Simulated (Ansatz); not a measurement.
YN (zinc blende, F-43m), plane-wave PAW PBEsol (Ansatz code). The conduction-band minimum lies at Γ, with 1 equivalent valley. Second derivatives d²E/dk² of the lowest band at one valley (eV·Å²), along Cartesian directions:

```
direction  d²E/dk²
---------  -------
[100]        23.98
[010]        23.98
[001]        23.98
[110]        23.98
[101]        23.98
[011]        23.98
```

Q: Find the principal effective masses, the density-of-states mass and the conductivity mass.

A: Off-diagonal terms follow from H_xy = H[110] − (H_xx + H_yy)/2, and m*/mₑ = 7.620 eV·Å² over each eigenvalue: 0.32, 0.32, 0.32. One valley's DOS mass (m₁m₂m₃)^(1/3) = 0.32, conductivity mass 3/(Σ 1/mᵢ) = 0.32 mₑ.

Q: What effective density of states Nc follows at 300 K for parabolic valleys?

A: Nc = 2.509e19 × 1 × (0.32)^(3/2) ≈ 4.5e18 cm⁻³.

The cell is a constructed one: a structure type filled with these elements; the Crystallography Open Database copy checked does not list it. COD files the formula under space group No. 225, so this cell is another polymorph or a model. Whether it is the stable phase at ambient conditions was not checked. The cell was relaxed with PBEsol under the symmetry of its start; whether a distortion lowers the energy is not shown. The run is not spin-polarised. Scalar-relativistic: spin–orbit coupling is off unless named, which matters more the heavier the elements.

Potentials: the later of the program's two PAW sets.

Edges and masses are those of Kohn–Sham bands, whose gap is no quasiparticle gap.
